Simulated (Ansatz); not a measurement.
WSe2:
Space group P6₃/mmc (No. 194); a = b = 3.3026 Å, c = 13.2274 Å, α = β = 90.00°, γ = 120.00°

| atom | site | symmetry | x | y | z |
|---|---|---|---|---|---|
| W | 2c | -6m2 | 0.3333 | 0.6667 | 0.2500 |
| Se | 4f | 3m. | 0.6667 | 0.3333 | 0.1242 |

Relaxed at zero pressure with the program Ansatz at the r²SCAN+D4 level (PAW).

Task: The volume is lowered by 3 % and shape and atoms relax at that volume. What pressure results, and how do the axes share the change?

Result: 1.3 GPa; a -0.4 %, b -0.4 %, c -2.2 %; the energy rises by 2 meV/atom.

Task: Give the new structure.

Result: 
Space group P6₃/mmc (No. 194); a = 3.289 Å, b = 3.289 Å, c = 12.938 Å, α = 90.00°, β = 90.00°, γ = 120.00°

```tsv
atom	site	symmetry	x	y	z
W	2c	-6m2	0.3333	0.6667	0.2500
Se	4f	3m.	0.6667	0.3333	0.1213
```

The phase is kept; no other phase was compared at this pressure.

Space group P6_3/mmc. The cell was relaxed with r²SCAN+D4 under the symmetry of its start. The run is not spin-polarised. Spin–orbit coupling is left out wherever it is not named.

Potentials: the later of the program's two PAW sets.
